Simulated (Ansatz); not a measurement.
InSb (NiAs type, P6_3/mmc) at seven volumes, the program Ansatz at the PBEsol level (PAW), shape and atoms relaxed at each. One row is withheld.

| V (Å³/atom) | P (GPa) |
|---|---|
| 25.219 | 6.41 |
| 26.050 | 3.90 |
| 26.882 | 1.78 |
| 27.713 | 0.00 |
| 28.544 | ? |
| 29.376 | -2.75 |
| 30.207 | -3.80 |

### Question
Fit the shown pressures and predict the withheld one.

### Answer
Third-order Birch–Murnaghan: P = (3/2)B₀(x^(7/2) − x^(5/2))[1 + (3/4)(B′ − 4)(x − 1)] with x = (V₀/V)^(2/3). Least squares on the six rows gives V₀ = 27.715 Å³/atom, B₀ = 54.21 GPa, B′ = 4.78. At V = 28.544, x = 0.9805 and P = -1.49 GPa. The run itself gave -1.50 GPa.

The start of the workflow was typed in or built on a structure type; neither database checked (COD, Materials Project) lists it. It is not the phase usual at ambient conditions (space group No. 216). The cell was relaxed with PBEsol under the symmetry of its start; its stability against distortions is not shown here. Scalar-relativistic: spin–orbit coupling is off unless named, which matters more the heavier the elements.

Potentials: the earlier of the program's two PAW sets. The files were generated under PBE; for other functionals the program regenerates the frozen cores, and for LDA and PBEsol the local potential too.
